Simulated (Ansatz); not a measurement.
Here is the system:

Sc$_{3}$Al:
```
Sc3Al
1.0
    4.37408     0.00000     0.00000
    0.00000     4.37408     0.00000
    0.00000     0.00000     4.37408
Sc Al
3 1
Direct
  0.50000   0.00000   0.50000
  0.00000   0.50000   0.50000
  0.50000   0.50000   0.00000
  0.00000   0.00000   0.00000
```

This is the PBEsol-relaxed structure.

Task: All from PBEsol (plane waves, PAW; program Ansatz), unless another level is named. Estimate the density of states at the Fermi level.

Result: 1.3 states/eV per atom (mean over ±0.08 eV).

Task: Predict the formation energy from the elements (no fitted shifts).

Result: -0.26 eV/atom.

Space group Pm-3m (Cu3Au type). The workflow started from a Materials Project entry (that database holds measured and hypothetical structures alike); the Crystallography Open Database copy checked does not list it. Its standing as an ambient phase is unchecked. Symmetry was held in the PBEsol relaxation; whether a distortion lowers the energy is not shown. The run is not spin-polarised. The references are the lowest solids computed at this level, not always the standard phases.

Potentials: the later of the program's two PAW sets.
